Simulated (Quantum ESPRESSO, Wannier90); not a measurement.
# Wannier functions of TaN (P-62m)

Cell from Materials Project (mp-1279), symmetrised, no further relaxation. COD (Crystallography Open Database) has the formula in 5 space groups, this one among them (matched by group alone). Computed values, not measurements, from PBEsol: Quantum ESPRESSO (norm-conserving PseudoDojo potentials, cutoff 68 Ry, spinors with spin-orbit coupling) on a Γ-centred 4×4×6 mesh, then Wannier90. Density: 12×12×10 mesh, cold smearing 0.01 Ry.

On the energy scale of pw.x, whose zero is arbitrary, the Fermi level lies at 19.30 eV.

Input w.win:

```
num_bands = 4
num_wann = 4
exclude_bands = 1-6,11-114
spinors = true
num_iter = 1000
conv_tol = 1.0e-6
conv_window = 4
write_hr = true
write_u_matrices = true
auto_projections = true
begin unit_cell_cart
ang
    5.2084998633    0.0000000000    0.0000000000
   -2.6042499317    4.5106931973    0.0000000000
    0.0000000000    0.0000000000    2.9147500000
end unit_cell_cart
begin atoms_frac
Ta   0.0000000000  0.0000000000  0.0000000000
Ta   0.3333333333 -0.3333333333  0.5000000000
Ta  -0.3333333333  0.3333333333  0.5000000000
N    0.3923900000  0.0000000000  0.0000000000
N   -0.3923900000 -0.3923900000  0.0000000000
N   -0.0000000000  0.3923900000  0.0000000000
end atoms_frac
mp_grid = 4 4 6
begin kpoints
0.0000000000 0.0000000000 0.0000000000
0.0000000000 0.0000000000 0.1666666667
0.0000000000 0.0000000000 0.3333333333
... (93 more lines: the 4x4x6 mesh through Gamma)
end kpoints
```

Input of pw2wannier90.x that gives the overlap and projection files (equivalent; here they were cut from one run over all bands):

```
&inputpp
  outdir = './out'
  prefix = 'pwscf'
  seedname = 'w'
  write_amn = .true.
  write_mmn = .true.
  scdm_proj = .true.
  scdm_entanglement = 'isolated'
/
```

Output w.wout (banner and timings cut):

```
                                    ------
                                    SYSTEM
                                    ------

                              Lattice Vectors (Ang)
                    a_1     5.208500   0.000000   0.000000
                    a_2    -2.604250   4.510693   0.000000
                    a_3     0.000000   0.000000   2.914750

                   Unit Cell Volume:      68.47898  (Ang^3)

                        Reciprocal-Space Vectors (Ang^-1)
                    b_1     1.206333   0.696477  -0.000000
                    b_2     0.000000   1.392953   0.000000
                    b_3     0.000000  -0.000000   2.155652

 *----------------------------------------------------------------------------*
 |   Site       Fractional Coordinate          Cartesian Coordinate (Ang)     |
 +----------------------------------------------------------------------------+
 | ta   1   0.00000   0.00000   0.00000   |    0.00000   0.00000   0.00000    |
 | ta   2   0.33333  -0.33333   0.50000   |    2.60425  -1.50356   1.45738    |
 | ta   3  -0.33333   0.33333   0.50000   |   -2.60425   1.50356   1.45738    |
 | n    1   0.39239   0.00000   0.00000   |    2.04376   0.00000   0.00000    |
 | n    2  -0.39239  -0.39239   0.00000   |   -1.02188  -1.76995   0.00000    |
 | n    3   0.00000   0.39239   0.00000   |   -1.02188   1.76995   0.00000    |
 *----------------------------------------------------------------------------*
                                ------------
                                K-POINT GRID
                                ------------

             Grid size =  4 x  4 x  6      Total points =   96

 *---------------------------------- MAIN ------------------------------------*
 |  Number of Wannier Functions               :                 4             |
 |  Number of Objective Wannier Functions     :                 4             |
 |  Number of input Bloch states              :                 4             |
 |  Output verbosity (1=low, 5=high)          :                 1             |
 |  Timing Level (1=low, 5=high)              :                 1             |
 |  Optimisation (0=memory, 3=speed)          :                 3             |
 |  Length Unit                               :               Ang             |
 |  Post-processing setup (write *.nnkp)      :                 F             |
 |  Using Gamma-only branch of algorithms     :                 F             |
 *----------------------------------------------------------------------------*
 *------------------------------- WANNIERISE ---------------------------------*
 |  Total number of iterations                :              1000             |
 |  Number of CG steps before reset           :                 5             |
 |  Trial step length for line search         :             2.000             |
 |  Convergence tolerence                     :         0.100E-05             |
 |  Convergence window                        :                 4             |
 |  Iterations between writing output         :                 1             |
 |  Iterations between backing up to disk     :               100             |
 |  Write r^2_nm to file                      :                 F             |
 |  Write xyz WF centres to file              :                 F             |
 |  Write on-site energies <0n|H|0n> to file  :                 F             |
 |  Use guiding centre to control phases      :                 F             |
 |  Use phases for initial projections        :                 F             |
 *----------------------------------------------------------------------------*
 *-------------------------------- PLOTTING ----------------------------------*
 |  Plotting Hamiltonian in WF basis          :                 T             |
 *----------------------------------------------------------------------------*

 *---------------------------------- K-MESH ----------------------------------*
 +----------------------------------------------------------------------------+
 |                    Distance to Nearest-Neighbour Shells                    |
 |                    ------------------------------------                    |
 |          Shell             Distance (Ang^-1)          Multiplicity         |
 |          -----             -----------------          ------------         |
 |             1                   0.348238                      6            |
 |             2                   0.359275                      2            |
 |             3                   0.500349                     12            |
 |             4                   0.603167                      6            |
 |             5                   0.696477                      6            |
 |             6                   0.702060                     12            |
 |             7                   0.718551                      2            |
 |             8                   0.783683                     12            |
       ... (lines left out)
 +----------------------------------------------------------------------------+
 | The b-vectors are chosen automatically                                     |
 | The following shells are used:                       1,  2                 |
 +----------------------------------------------------------------------------+
 |                        Shell   # Nearest-Neighbours                        |
 |                        -----   --------------------                        |
 |                          1               6                                 |
 |                          2               2                                 |
 +----------------------------------------------------------------------------+
 | Completeness relation is fully satisfied [Eq. (B1), PRB 56, 12847 (1997)]  |
 +----------------------------------------------------------------------------+
 |                  b_k Vectors (Ang^-1) and Weights (Ang^2)                  |
 |                  ----------------------------------------                  |
 |            No.         b_k(x)      b_k(y)      b_k(z)        w_b           |
 |            ---        --------------------------------     --------        |
 |             1         0.000000    0.348238    0.000000     2.748689        |
 |             2         0.301583    0.174119    0.000000     2.748689        |
 |             3         0.000000   -0.348238    0.000000     2.748689        |
 |             4         0.301583   -0.174119    0.000000     2.748689        |
 |             5        -0.301583   -0.174119    0.000000     2.748689        |
 |             6        -0.301583    0.174119    0.000000     2.748689        |
 |             7         0.000000    0.000000    0.359275     3.873606        |
 |             8         0.000000    0.000000   -0.359275     3.873606        |
 +----------------------------------------------------------------------------+
 |                           b_k Directions (Ang^-1)                          |
 |                           -----------------------                          |
 |            No.           x           y           z                         |
 |            ---        --------------------------------                     |
 |             1         0.000000    0.348238    0.000000                     |
 |             2         0.301583    0.174119    0.000000                     |
 |             3         0.301583   -0.174119    0.000000                     |
 |             4         0.000000    0.000000    0.359275                     |
 +----------------------------------------------------------------------------+

 Starting a new Wannier90 calculation ...

 Reading overlaps from w.mmn

 Reading projections from w.amn

 *------------------------------- WANNIERISE ---------------------------------*
 +--------------------------------------------------------------------+<-- CONV
 | Iter  Delta Spread     RMS Gradient      Spread (Ang^2)            |<-- CONV
 +--------------------------------------------------------------------+<-- CONV

 ------------------------------------------------------------------------------
 Initial State
  WF centre and spread    1  ( -2.604278,  1.503544, -1.457373 )     0.49411236
  WF centre and spread    2  (  2.604282, -1.503550, -1.457373 )     0.49411236
  WF centre and spread    3  (  2.604250, -1.503559, -1.457377 )     0.49388862
  WF centre and spread    4  ( -2.604254,  1.503567, -1.457377 )     0.49388862
  Sum of centres and spreads ( -0.000001,  0.000002, -5.829500 )     1.97600196

      0     0.198E+01     0.0000000000        1.9760019562  <-- CONV
        O_D=      0.0000774 O_OD=      0.0008303 O_TOT=      1.9760020 <-- SPRD
 ------------------------------------------------------------------------------
      1    -0.841E-03     0.0170951767        1.9751608111  <-- CONV
        O_D=      0.0000176 O_OD=      0.0000489 O_TOT=      1.9751608 <-- SPRD
      2    -0.133E-04     0.0039657937        1.9751475535  <-- CONV
        O_D=      0.0000128 O_OD=      0.0000404 O_TOT=      1.9751476 <-- SPRD
      3    -0.145E-05     0.0015357588        1.9751460992  <-- CONV
        O_D=      0.0000124 O_OD=      0.0000394 O_TOT=      1.9751461 <-- SPRD
      4    -0.485E-06     0.0008088780        1.9751456143  <-- CONV
        O_D=      0.0000123 O_OD=      0.0000390 O_TOT=      1.9751456 <-- SPRD
      5    -0.133E-06     0.0004218238        1.9751454811  <-- CONV
        O_D=      0.0000123 O_OD=      0.0000389 O_TOT=      1.9751455 <-- SPRD
      6    -0.537E-07     0.0002470478        1.9751454274  <-- CONV
        O_D=      0.0000123 O_OD=      0.0000389 O_TOT=      1.9751454 <-- SPRD
      7    -0.148E-07     0.0001694609        1.9751454126  <-- CONV
        O_D=      0.0000123 O_OD=      0.0000389 O_TOT=      1.9751454 <-- SPRD
             <<<     Delta < 1.000E-06  over  4 iterations     >>>
             <<< Wannierisation convergence criteria satisfied >>>
 Final State
  WF centre and spread    1  ( -2.604250,  1.503564, -1.457375 )     0.49378635
  WF centre and spread    2  (  2.604250, -1.503564, -1.457375 )     0.49378635
  WF centre and spread    3  (  2.604250, -1.503564, -1.457375 )     0.49378635
  WF centre and spread    4  ( -2.604250,  1.503564, -1.457375 )     0.49378635
  Sum of centres and spreads (  0.000000, -0.000000, -5.829500 )     1.97514542

         Spreads (Ang^2)       Omega I      =     1.975094277
        ================       Omega D      =     0.000012267
                               Omega OD     =     0.000038869
    Final Spread (Ang^2)       Omega Total  =     1.975145413
```
